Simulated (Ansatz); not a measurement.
Relaxed-ion elastic tensor of LaHg (CsCl type, Pm-3m) in GPa (Voigt order), PBEsol in the plane-wave PAW code Ansatz; density 9.98 g/cm³, 28.24 Å³ per atom.

|  | 1 | 2 | 3 | 4 | 5 | 6 |
|---|---|---|---|---|---|---|
| 1 | 69.6 | 52.4 | 52.4 | 0.0 | 0.0 | 0.0 |
| 2 | 52.4 | 69.6 | 52.4 | 0.0 | 0.0 | 0.0 |
| 3 | 52.4 | 52.4 | 69.6 | 0.0 | 0.0 | 0.0 |
| 4 | 0.0 | 0.0 | 0.0 | 26.5 | 0.0 | 0.0 |
| 5 | 0.0 | 0.0 | 0.0 | 0.0 | 26.5 | 0.0 |
| 6 | 0.0 | 0.0 | 0.0 | 0.0 | 0.0 | 26.5 |

**Question.** Is the crystal mechanically stable?

**Answer.** Yes: the smallest eigenvalue of C is 17.2 GPa.

**Question.** Work out the Voigt, Reuss and Hill averages.

**Answer.** K_V = 58.1, K_R = 58.1, K_H = 58.1; G_V = 19.3, G_R = 14.5, G_H = 16.9 GPa.

**Question.** Give Young's modulus, Poisson's ratio, Pugh's ratio and the universal anisotropy index.

**Answer.** E = 9KG/(3K + G) = 46.2 GPa; ν = 0.37; K/G = 3.44 (ductile by the Pugh limit of 1.75); A_U = 5G_V/G_R + K_V/K_R − 6 = 1.68.

**Question.** Estimate the sound speeds and the Debye temperature.

**Answer.** v_l = √((K + 4G/3)/ρ) = 2840 m/s, v_t = √(G/ρ) = 1300 m/s, mean 1470 m/s; Θ = (h/k)(3n/4πV)^(1/3) v_m = 143 K.

**Question.** Give the Zener ratio and Young's modulus along [100], [110] and [111].

**Answer.** A = 2C44/(C11 − C12) = 3.08; 1/E = S11 − 2(S11 − S12 − S44/2)Γ with Γ = 0, 1/4, 1/3 gives 24.6, 47.6, 69.0 GPa.

The workflow started from an entry of the Crystallography Open Database (COD). Whether it is the stable phase at ambient conditions was not checked. The cell was relaxed with PBEsol under the symmetry of its start; of distortions, only those at the zone centre were tested. As this level gives no gap, shear constants depend on the k-mesh and smearing (Fermi–Dirac, 0.1 eV here). Spin–orbit coupling is left out wherever it is not named.

Potentials: the later of the program's two PAW sets.
